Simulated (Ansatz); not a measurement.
CdSe:
```cif
data_CdSe
_chemical_formula_sum 'Se1 Cd1'
_space_group_name_H-M_alt 'P 1'
_space_group_IT_number 1
_cell_length_a 4.33689
_cell_length_b 4.33689
_cell_length_c 4.33689
_cell_angle_alpha 60.000
_cell_angle_beta 60.000
_cell_angle_gamma 60.000
loop_
_space_group_symop_operation_xyz
  'x, y, z'
loop_
_atom_site_label
_atom_site_type_symbol
_atom_site_fract_x
_atom_site_fract_y
_atom_site_fract_z
_atom_site_occupancy
Se1 Se 0.75000 0.75000 0.75000 1
Cd1 Cd 0.00000 0.00000 0.00000 1
```

Relaxed with r²SCAN.

Problem. Tabulate the valence density and the electron localisation function along the shortest Se–Cd contact (2.66 Å), r²SCAN (plane waves, PAW; program Ansatz).

Solution. 

```
distance from Se (Å)  density (e/Å³)   ELF
--------------------  --------------  ----
0.27                           23.87  0.22
0.40                           11.51  0.42
0.53                            4.84  0.63
0.66                            2.10  0.76
0.80                            1.09  0.82
0.93                            0.74  0.82
1.06                            0.57  0.78
1.20                            0.44  0.65
1.33                            0.37  0.39
1.46                            0.37  0.18
1.59                            0.48  0.15
1.73                            0.86  0.23
1.86                            1.89  0.35
1.99                            4.17  0.47
2.12                            8.16  0.56
2.26                           13.69  0.68
2.39                           19.75  0.81
```

The density is the valence pseudo-density with augmentation charge, so density and ELF within about 1 Å of a nucleus are not all-electron values.

Space group F-43m (zinc blende). The cell was relaxed with r²SCAN under the symmetry of its start.

Potentials: the later of the program's two PAW sets.
